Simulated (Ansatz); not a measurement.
SrCoO₃ (cubic perovskite, Pm-3m) under volume change, the program Ansatz at the PBEsol level (PAW), scaled uniformly.

```
V (Å³/atom)  E − E(relaxed) (meV/atom)     P (GPa)
-----------  -------------------------  ----------
9.748                       (withheld)  (withheld)
10.070                            23.6       12.56
10.391                             5.5        5.71
10.713                             0.0       -0.01
11.034                             5.0       -4.84
11.355                            18.8       -8.87
11.677                      (withheld)  (withheld)
```

Question: What belongs in the gaps?

Answer: 
- 9.748, E − E(relaxed) (meV/atom): 56.7
- 9.748, P (GPa): 20.67
- 11.677, E − E(relaxed) (meV/atom): 40.1
- 11.677, P (GPa): -12.23

Question: What does a third-order Birch–Murnaghan fit give for V₀, B₀ and B′?

Answer: V₀ = 10.71 Å³/atom, B₀ = 175 GPa, B′ = 4.8.

The workflow started from an entry of the Crystallography Open Database (COD). Its standing as an ambient phase is unchecked. Symmetry was held in the PBEsol relaxation; its stability against distortions is not shown here. Magnetic state: ferromagnetic, chosen from 4 collinear starts compared on coarse meshes (ties went to the first, and starts can fall back to one state), not a proven ground state. No Hubbard U is applied. Scalar-relativistic: spin–orbit coupling is off unless named, which matters more the heavier the elements.

Potentials: the later of the program's two PAW sets.
